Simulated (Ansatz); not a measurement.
Relaxed-ion elastic tensor of AlPd in space group P2_13 (No. 198; Al on 4a, Pd on 4a) in GPa (Voigt order), PBEsol (plane waves, PAW; program Ansatz); density 7.77 g/cm³, 14.26 Å³ per atom.

```
     1    2    3     4     5     6
-  ---  ---  ---  ----  ----  ----
1  272  113  113   0.0   0.0   0.0
2  113  272  113   0.0   0.0   0.0
3  113  113  272   0.0   0.0   0.0
4  0.0  0.0  0.0  70.6   0.0   0.0
5  0.0  0.0  0.0   0.0  70.6   0.0
6  0.0  0.0  0.0   0.0   0.0  70.6
```

Q: Is the crystal mechanically stable?

A: Yes: the smallest eigenvalue of C is 70.6 GPa.

Q: Work out the Voigt, Reuss and Hill averages.

A: K_V = 166, K_R = 166, K_H = 166; G_V = 74.2, G_R = 74.0, G_H = 74.1 GPa.

Q: Give Young's modulus, Poisson's ratio, Pugh's ratio and the universal anisotropy index.

A: E = 9KG/(3K + G) = 194 GPa; ν = 0.31; K/G = 2.24 (ductile by the Pugh limit of 1.75); A_U = 5G_V/G_R + K_V/K_R − 6 = 0.02.

Q: Estimate the sound speeds and the Debye temperature.

A: v_l = √((K + 4G/3)/ρ) = 5840 m/s, v_t = √(G/ρ) = 3090 m/s, mean 3450 m/s; Θ = (h/k)(3n/4πV)^(1/3) v_m = 424 K.

Q: Give the Zener ratio and Young's modulus along [100], [110] and [111].

A: A = 2C44/(C11 − C12) = 0.89; 1/E = S11 − 2(S11 − S12 − S44/2)Γ with Γ = 0, 1/4, 1/3 gives 206, 190, 186 GPa.

The first step of the workflow began from a Materials Project structure, measured or hypothetical; the Crystallography Open Database copy checked does not list it. With Al and Pd taken as one species the cell has the higher symmetry Pa-3, so it may be an ordered model of a mixed-site phase. Its standing as an ambient phase is unchecked. The cell was relaxed with PBEsol under the symmetry of its start; of distortions, only those at the zone centre were tested. The run is not spin-polarised. As this level gives no gap, shear constants depend on the k-mesh and smearing (Fermi–Dirac, 0.1 eV here).

Potentials: the earlier of the program's two PAW sets.
